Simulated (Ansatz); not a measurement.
PbS:
```yaml
crystal:
  lattice:
    - [3.89662, 0.00000, 0.00000]
    - [-1.94831, 3.37457, 0.00000]
    - [0.00000, 0.00000, 29.00000]
  atoms:
    - { symbol: Pb, position: [0.00000, 0.00000, 0.47516] }
    - { symbol: S, position: [0.33333, 0.66667, 0.52484] }
```
The layer is periodic in x and y and isolated along z.

In-plane strain on the r²SCAN+D4-relaxed layer, atoms relaxed; the program Ansatz at the r²SCAN+D4 level (PAW). Band edges on the k-mesh, from the upper vacuum level. Strained cells keep their symmetry and size, so buckling under compression is not allowed; words on stability below refer to the unstrained layer.

```
strain x / y (%)  ΔE (meV/atom)  tension xx (N/m)  tension yy (N/m)  thickness (Å)  VBM (eV)  CBM (eV)
----------------  -------------  ----------------  ----------------  -------------  --------  --------
-4 / -4                    21.9             -1.42             -1.42           1.51     -7.23     -4.38
-2 / -2                     6.0             -0.64             -0.64           1.48     -7.25     -4.37
-1 / 0                      0.6             -0.32             -0.12           1.45     -7.19     -4.54
0 / 0                       0.0              0.00              0.00           1.44     -7.18     -4.60
1 / 0                       0.6              0.30              0.13           1.43     -7.15     -4.65
2 / 2                       6.3              0.68              0.68           1.40     -7.09     -4.81
4 / 4                      21.7              1.12              1.12           1.36     -7.00     -4.99
```

Space group P3m1 (buckled honeycomb). The layer was cut from a bulk entry of the Materials Project (measured or hypothetical); whether that bulk phase is the ambient one, and whether the layer has been isolated, was not checked. Symmetry was held in the r²SCAN+D4 relaxation; its stability against distortions is not shown here. Spin–orbit coupling is left out wherever it is not named.

Potentials: the later of the program's two PAW sets.

Edges and masses are those of Kohn–Sham bands, whose gap is no quasiparticle gap.
